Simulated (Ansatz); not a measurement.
# How far is PAW off for NbRh?

```yaml
crystal:
  lattice:
    - [4.57885, 0.00000, 0.00000]
    - [0.00000, 2.83114, 0.00000]
    - [0.00000, 0.00000, 4.91735]
  atoms:
    - { symbol: Nb, position: [0.75000, 0.00000, 0.20037] }
    - { symbol: Nb, position: [0.25000, 0.00000, 0.79963] }
    - { symbol: Rh, position: [0.75000, 0.50000, 0.68848] }
    - { symbol: Rh, position: [0.25000, 0.50000, 0.31152] }
```

Atoms are numbered in the order listed.

Structure from Materials Project entry mp-11515 (possibly hypothetical), not relaxed further.

Levels of theory: DFT, PBEsol, PAW with Ansatz's default frozen-core files, scalar-relativistic (Ansatz 0.2.0); DFT, PBEsol, all-electron PAW with datasets made for the crystal, scalar-relativistic (Ansatz 0.2.0); DFT, PBEsol, all-electron LAPW, scalar-relativistic (Ansatz 0.2.0).

For PAW: a Γ-centred 7×12×7 k mesh, Fermi–Dirac smearing of 0.03 eV, cutoff 420 eV, no spin polarisation; the PAW files were made with PBE, and the program remakes their frozen cores for this functional. The crystal-made all-electron datasets (AE datasets) take a cutoff of 280 eV at this cell. LAPW targets a basis error of 1 meV/atom. The Ansatz runs share mesh, smearing and spin set-up. Plane-wave (PAW) pressures include the program's estimate of the Pulay term.

Stress and pressure are positive in compression.

Spin–orbit coupling is left out, which moves gradients at and beside heavy atoms by some per cent and at worst by a factor of two.

In a metal, gradients converge slowly with the k mesh: the values move by tens of per cent from one mesh to another, at times in sign, so only the comparison on one mesh counts.

Levels count from the Fermi level.

```tsv
quantity	PAW	AE datasets	LAPW
pressure (GPa)	-7.28	-7.28	-7.28
stress xx (GPa)	-7.72	-7.72	-7.72
stress yy (GPa)	-6.72	-6.71	-6.72
stress zz (GPa)	-7.40	-7.40	-7.40
force on Nb1, z (eV/Å)	-0.088	-0.088	-0.088
force on Rh3, z (eV/Å)	0.019	0.020	0.020
highest filled level at S (eV)	-0.604	-0.604	-0.604
lowest empty level at S (eV)	0.721	0.720	0.720
highest filled level at T (eV)	-0.119	-0.117	-0.117
lowest empty level at T (eV)	1.168	1.169	1.169
highest filled level at R (eV)	-1.092	-1.091	-1.091
lowest empty level at R (eV)	0.760	0.761	0.761
field gradient Vzz at Rh3 (10²¹ V/m²)	-2.62	-2.66	–
```

PAW's pressure differs from the LAPW value by about 0.01 GPa or less.
